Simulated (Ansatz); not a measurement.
## From the elastic tensor of Al₆N to moduli and sound speeds

Method: DFT PBE, scalar-relativistic, plane waves, PAW in Ansatz 0.2.0. Settings: 420 eV plane-wave cutoff, Γ-centred 12×12×2 mesh, Gaussian smearing of 0.10 eV. No spin polarisation.

Space group P3m1 (No. 156), trigonal, a = 2.984 Å, c = 27.878 Å. Al on its first site is surrounded by 12 Al at 2.83–2.98 Å; Al on its second site has 12 Al at 2.83–2.98 Å; around Al on its third site lie 12 Al at 2.85–2.98 Å; Al on its fourth site has 12 Al at 2.84–2.98 Å; around Al on its fifth site lie 4 N at 1.85–1.89 Å; N on its first site is surrounded by 4 Al at 1.85–1.90 Å; 8 more sites not described.

It was reached by relaxing an invented guess, and it needn't be the stable form of this composition. In a metal, frequencies and elastic constants depend on the k mesh and the smearing, soft modes and shear constants most.

Relaxed-ion constants (GPa, on the Cartesian axes of the calculation):
C11 = 148.6, C12 = 57.4, C13 = 55.5, C14 = -4.0, C22 = 148.6, C23 = 55.5, C24 = 4.0, C33 = 146.7, C44 = 28.3, C55 = 28.3, C56 = -3.8, C66 = 45.6 GPa; the others vanish.

Density 2.717 g/cm³; 14 atoms in 215.01 Å³.

With S = C⁻¹: B_V = (C11+C22+C33+2(C12+C13+C23))/9, G_V = (C11+C22+C33−C12−C13−C23+3(C44+C55+C66))/15, 1/B_R = S11+S22+S33+2(S12+S13+S23), 15/G_R = 4(S11+S22+S33−S12−S13−S23)+3(S44+S55+S66); Hill is their mean. Then v_l = √((B+4G/3)/ρ), v_t = √(G/ρ), v_m = [(2/v_t³+1/v_l³)/3]^(−1/3) and Θ = (ħ/k_B)·v_m·(6π²n/V)^(1/3) for n atoms in the volume V; E = 9BG/(3B+G), ν = (3B−2G)/(2(3B+G)) and A^U = 5G_V/G_R + B_V/B_R − 6.

* Bulk modulus, Voigt / Reuss / Hill: 86.8 / 86.8 / 86.8 GPa
* Shear modulus, Voigt / Reuss / Hill: 38.8 / 36.3 / 37.6 GPa
* Young's modulus: 98 GPa
* Poisson ratio: 0.311
* Pugh ratio B/G: 2.31 (over 1.75, the rule of thumb for ductile)
* Universal anisotropy index: 0.34
* Longitudinal and transverse sound speeds: 7097 and 3718 m/s
* Debye temperature from the mean sound speed: 498 K
